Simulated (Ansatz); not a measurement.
What moves the field gradients of TlAg3Te2?

Cell of run 1: a structure deposited in the COD, atoms as given.

Space group Cmmm (No. 65); a = 4.6000, b = 15.4500, c = 4.7600 Å.

```
site  Wyckoff  site symmetry       x       y       z
  Tl       2a            mmm  0.0000  0.0000  0.0000
 Ag2       2c            mmm  0.5000  0.0000  0.5000
 Ag3       4i            m2m  0.5000  0.1850  0.0000
  Te       4j            m2m  0.5000  0.3750  0.5000
```

One atom of each set is listed; the run and its k-mesh use a cell of 6 atoms with edges of 8.06, 8.06, 4.76 Å.

Relaxed positions (PBE, cell held):

Tl (0.0000, 0.0000, 0.0000)
Ag2 (0.5000, 0.0000, 0.5000)
Ag3 (0.5000, 0.1952, 0.0000)
Te (0.5000, 0.3495, 0.5000)

All runs are DFT with Ansatz 0.2.0 (plane waves and PAW, scalar-relativistic unless spin–orbit coupling is named, Γ-centred meshes, Fermi–Dirac smearing where given) in this cell.

Run 1: PBE, atoms as given; 420 eV, 8×8×7 k-points, smearing 0.05 eV.
Run 2: PBE, atoms relaxed; 420 eV, 8×8×7 k-points, smearing 0.05 eV.
Run 3: r2SCAN, at the relaxed atoms; 500 eV, 8×8×7 k-points, smearing 0.05 eV.
Run 4: PBE with spin–orbit coupling, at the relaxed atoms; 420 eV, 8×8×7 k-points, smearing 0.05 eV.

```json
{"run": "1", "Tl V_zz (η)": "21.0 (0.54)", "Ag2 V_zz (η)": "8.16 (0.07)", "Ag3 V_zz (η)": "1.71 (0.01)", "Te V_zz (η)": "-17.56 (0.03)"}
```

The results of the other runs, out of order. V_zz in 10²¹ V/m².

```
result    Tl V_zz (η)  Ag2 V_zz (η)  Ag3 V_zz (η)   Te V_zz (η)
     A  -10.51 (0.80)   5.89 (0.00)   1.81 (0.00)  -3.84 (0.12)
     B  -11.02 (0.96)   7.86 (0.05)   2.28 (0.40)  -5.66 (0.22)
     C  -11.20 (0.84)   6.24 (0.03)   1.90 (0.06)  -4.62 (0.48)
```

**Question.** Which result belongs to which run?

**Answer.** A is run 4, B is run 3, C is run 2. Taken one at a time, the positions of the atoms (as given or relaxed) move the tensors on these sites by up to 12.95 (largest principal value of the change, on Te), spin–orbit coupling by 1.72 (Te), the functional (r2SCAN with its higher cutoff) by 1.62 (Ag2). On some sites the largest principal value moves to another axis from run to run, and the sign of V_zz can flip with it.

In runs 1, 2, 3, 4 there is no gap above 0.1 eV, so the gradients can move by 10 % or more with the k-mesh. In run 1 the atoms aren't at the calculated equilibrium (largest force 1.4 eV/Å).
